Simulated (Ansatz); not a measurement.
Band table of CdAg

```
Cd Ag
1.0
     1.41749   -2.02363    0.00000
     1.41749    2.02363    0.00000
     0.00000    0.00000    3.95853
Cd Ag
1 1
Direct
  0.50000 0.50000 0.50000
  0.00000 0.00000 0.00000
```

The base volume is that of a database entry, so it needn't be at zero pressure; the structure needn't be the stable phase, at rest or compressed.

All numbers are PBEsol results (scalar-relativistic) from Ansatz 0.2.0, with a Γ-centred 13×13×8 k mesh, Fermi–Dirac smearing of 0.05 eV, no spin polarisation. Methods: LAPW: all electrons, basis error target 1 meV/atom.

This run: volume at 0.6 of the series' base cell.

Path points, in fractions of the reciprocal vectors: Γ (0.000, 0.000, 0.000), Y (-0.500, 0.500, 0.000), C0 (-0.373, 0.627, 0.000), Σ0 (0.373, 0.373, 0.000), Z (0.000, 0.000, 0.500), A0 (0.373, 0.373, 0.500), E0 (-0.373, 0.627, 0.500), T (-0.500, 0.500, 0.500). The distance column jumps between branches of the path. Levels in eV from the Fermi level; bands 19 to 34, counted from the lowest band of the run. The gap is zero, the pressure 163.3 GPa.

```
# k(1/Å) point b19 b20 b21 b22 b23 b24 b25 b26 b27 b28 b29 b30 b31 b32 b33 b34
0.000 Γ -14.10 -13.16 -12.94 -11.22 -10.90 -9.97 -8.69 -8.55 -5.87 -5.53 -5.01 -3.45 4.54 11.73 15.57 16.28
0.259 - -13.80 -13.00 -12.72 -11.31 -11.06 -10.25 -8.45 -8.42 -6.14 -6.13 -5.05 -2.34 4.54 12.06 14.62 16.15
0.517 - -13.10 -12.61 -12.08 -11.53 -11.30 -11.00 -7.98 -7.74 -6.73 -6.71 -5.18 -0.37 4.57 12.55 12.83 15.12
0.776 - -12.96 -12.34 -11.91 -11.82 -11.13 -10.46 -7.47 -6.98 -6.97 -6.65 -5.34 1.75 4.68 10.20 12.22 13.90
1.035 - -13.45 -12.71 -12.26 -12.10 -10.04 -8.69 -7.57 -7.02 -5.95 -5.49 -5.38 3.71 4.97 7.96 8.79 13.59
1.294 - -13.87 -13.23 -12.33 -12.30 -9.12 -8.06 -6.99 -6.37 -5.60 -4.75 -4.25 5.17 5.18 5.79 6.22 12.53
1.552 Y -14.03 -13.42 -12.38 -12.37 -8.75 -8.03 -6.97 -5.64 -5.62 -3.97 -3.77 3.90 5.52 5.72 5.79 12.16
1.647 - -14.00 -13.40 -12.37 -12.36 -8.82 -8.02 -6.97 -5.69 -5.63 -4.32 -3.36 3.90 5.30 5.82 5.89 12.13
1.741 - -13.91 -13.35 -12.37 -12.30 -9.02 -7.99 -6.96 -5.83 -5.68 -4.72 -2.81 3.88 4.69 6.12 6.18 12.02
1.835 - -13.77 -13.27 -12.37 -12.20 -9.31 -7.94 -6.95 -6.06 -5.75 -5.11 -2.17 3.77 3.92 6.59 6.65 11.82
1.929 - -13.58 -13.16 -12.36 -12.08 -9.65 -7.87 -6.93 -6.34 -5.85 -5.50 -1.47 2.80 3.87 7.22 7.26 11.52
2.023 - -13.35 -13.02 -12.34 -11.94 -10.02 -7.78 -6.91 -6.65 -5.97 -5.89 -0.70 1.72 3.87 7.98 8.01 11.10
2.117 C0 -13.09 -12.85 -12.31 -11.80 -10.40 -7.68 -6.97 -6.88 -6.27 -6.13 0.11 0.62 3.90 8.84 8.86 10.57
4.012 Σ0 -13.09 -12.85 -12.31 -11.80 -10.40 -7.68 -6.97 -6.88 -6.27 -6.13 0.11 0.62 3.90 8.84 8.86 10.57
4.288 - -12.29 -12.24 -12.17 -11.50 -11.40 -7.83 -7.41 -7.28 -6.76 -6.75 -2.32 2.68 4.30 8.19 8.44 11.75
4.563 - -12.14 -11.91 -11.89 -11.54 -11.39 -8.33 -8.02 -7.97 -7.41 -6.56 -4.22 5.39 5.50 5.86 6.03 14.78
4.838 - -12.61 -12.21 -11.61 -11.56 -10.87 -9.47 -8.47 -8.26 -7.80 -6.28 -5.04 3.15 4.89 7.73 8.01 15.01
5.114 - -12.95 -12.84 -12.33 -11.39 -10.36 -10.36 -8.66 -8.20 -7.52 -5.95 -5.49 0.53 4.52 10.15 10.77 15.49
5.389 - -13.77 -12.94 -12.92 -11.27 -10.77 -10.06 -8.70 -8.46 -6.22 -5.77 -5.65 -1.88 4.51 11.39 13.94 16.12
5.664 Γ -14.10 -13.16 -12.94 -11.22 -10.90 -9.97 -8.69 -8.55 -5.87 -5.53 -5.01 -3.45 4.54 11.73 15.57 16.28
5.796 - -14.05 -13.10 -12.93 -11.18 -10.89 -9.97 -8.71 -8.60 -5.89 -5.54 -5.09 -3.83 5.02 11.83 15.78 16.32
5.929 - -13.92 -12.91 -12.90 -11.07 -10.84 -9.97 -8.75 -8.74 -5.93 -5.55 -5.32 -4.76 6.24 12.14 16.38 16.39
6.061 - -13.76 -12.89 -12.54 -10.90 -10.76 -9.98 -8.99 -8.79 -6.01 -5.88 -5.64 -5.57 7.85 12.62 16.38 16.41
6.193 - -13.62 -12.86 -12.01 -10.71 -10.66 -9.99 -9.33 -8.83 -6.98 -6.04 -5.98 -5.59 9.63 13.25 15.79 16.22
6.326 - -13.52 -12.84 -11.35 -10.58 -10.56 -9.99 -9.78 -8.87 -7.78 -6.24 -6.08 -5.60 11.42 13.96 14.76 15.78
6.458 Z -13.49 -12.84 -10.86 -10.54 -10.49 -10.19 -10.00 -8.88 -8.08 -6.34 -6.10 -5.61 12.73 13.71 14.43 15.39
6.733 - -13.23 -12.84 -11.19 -10.43 -10.42 -10.32 -10.22 -8.71 -7.40 -5.97 -5.96 -5.68 12.81 13.73 13.80 14.95
7.008 - -12.81 -12.64 -11.96 -10.80 -10.68 -10.06 -9.45 -8.39 -6.26 -5.92 -5.44 -5.10 12.02 12.49 13.38 13.55
7.284 - -12.66 -12.53 -12.26 -11.17 -10.95 -9.30 -8.39 -7.98 -6.32 -5.79 -3.97 -3.86 9.80 9.93 11.11 11.32
7.559 - -12.75 -12.32 -12.12 -11.62 -11.18 -8.34 -7.83 -7.42 -6.84 -5.70 -2.33 -1.48 7.38 7.52 8.53 9.18
7.834 - -12.61 -12.02 -11.96 -11.74 -11.65 -8.22 -7.69 -7.41 -6.62 -5.70 0.12 1.53 5.28 5.53 6.83 7.00
8.110 A0 -12.63 -12.35 -12.19 -11.30 -10.97 -9.13 -7.96 -7.45 -5.91 -5.57 2.91 3.27 4.66 4.83 4.83 6.05
10.005 E0 -12.63 -12.35 -12.19 -11.30 -10.97 -9.13 -7.96 -7.45 -5.91 -5.57 2.91 3.27 4.66 4.83 4.83 6.05
10.099 - -12.88 -12.43 -12.01 -11.10 -10.69 -9.43 -8.13 -7.45 -6.05 -5.17 2.67 3.30 4.13 5.15 5.44 6.50
10.193 - -13.11 -12.51 -11.83 -10.90 -10.41 -9.71 -8.30 -7.48 -6.19 -4.77 2.16 3.26 3.48 5.46 6.14 7.59
10.287 - -13.30 -12.57 -11.67 -10.72 -10.15 -9.94 -8.45 -7.53 -6.34 -4.40 1.73 2.90 3.15 5.41 7.27 8.76
10.381 - -13.44 -12.61 -11.53 -10.57 -10.11 -9.92 -8.59 -7.59 -6.47 -4.08 1.41 2.43 3.04 5.37 8.39 9.88
10.475 - -13.53 -12.63 -11.43 -10.47 -10.22 -9.76 -8.70 -7.63 -6.56 -3.86 1.21 2.12 2.97 5.35 9.35 10.81
10.570 T -13.56 -12.64 -11.40 -10.43 -10.25 -9.69 -8.74 -7.65 -6.59 -3.79 1.15 2.02 2.95 5.34 9.79 11.22
```
